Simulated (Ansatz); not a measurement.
In DFT-r²SCAN in the program Ansatz with PAW potentials, Nb₂AlB₂ in the orthorhombic phase (Cmmm; Al on 2a, Nb on 4j, B on 4i) relaxes to a = 3.145 Å, b = 11.621 Å, c = 3.310 Å. Against the elements it lies at -57 kJ/mol of atoms, with no fitted shifts.

Electronic character: metallic (no gap).

The bulk modulus is 199 GPa. Bader charges are Al +0.73, Nb +0.87, B -1.23 e.

The start of the workflow was typed in or built on a structure type; neither database checked (COD, Materials Project) lists it. Its standing as an ambient phase is unchecked. The cell was relaxed with r²SCAN under the symmetry of its start; its stability against distortions is not shown here. The run is not spin-polarised. The references are the lowest solids computed at this level, not always the standard phases. Spin–orbit coupling is left out wherever it is not named.

Potentials: the later of the program's two PAW sets.
